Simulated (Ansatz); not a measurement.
PbC6:
```yaml
crystal:
  lattice:
    - [4.23051, 0.00000, 0.00000]
    - [-2.11525, 3.66373, 0.00000]
    - [0.00000, 0.00000, 6.54225]
  atoms:
    - { symbol: C, position: [0.33342, 0.33342, 0.00000] }
    - { symbol: C, position: [0.66658, 0.00000, 0.00000] }
    - { symbol: C, position: [0.00000, 0.66658, 0.00000] }
    - { symbol: C, position: [0.33342, 0.00000, 0.00000] }
    - { symbol: C, position: [0.66658, 0.66658, 0.00000] }
    - { symbol: C, position: [0.00000, 0.33342, 0.00000] }
    - { symbol: Pb, position: [0.00000, 0.00000, 0.50000] }
```

Relaxed with r²SCAN+D4. Special points in fractions of this cell's reciprocal vectors: Γ (0.000, 0.000, 0.000); M (0.500, 0.000, 0.000); K (0.333, 0.333, 0.000); A (0.000, 0.000, 0.500); L (0.500, 0.000, 0.500); H (0.333, 0.333, 0.500).

Question: List the band energies nearest the Fermi level at these points for r²SCAN+D4 (plane waves, PAW; program Ansatz).

Answer: In eV from the Fermi level; about four levels below and three above (degenerate sets whole), none deeper than 8.9 eV; points with the same levels are listed once.

| k | below | above |
|---|---|---|
| Γ | -0.99 -0.99 -0.91 -0.91 | 0.64 3.16 3.16 |
| M | -6.95 -6.73 -3.52 -1.81 | 0.45 1.82 2.20 |
| K | -5.97 -5.97 -0.84 -0.84 | 1.88 4.39 4.39 |
| A | -1.11 -1.11 -0.91 -0.91 -0.72 | 3.50 3.50 5.75 |
| L | -6.83 -6.23 -3.60 -1.37 | 0.62 0.77 2.13 |
| H | -6.06 -6.06 -5.56 -0.41 -0.41 | 0.85 4.38 4.38 |

Space group P6/mmm. The cell is a constructed one: a structure type filled with these elements; neither database checked (COD, Materials Project) lists it. Whether it is the stable phase at ambient conditions was not checked. Symmetry was held in the r²SCAN+D4 relaxation; whether a distortion lowers the energy is not shown. Spin–orbit coupling is left out wherever it is not named.

Potentials: the later of the program's two PAW sets.
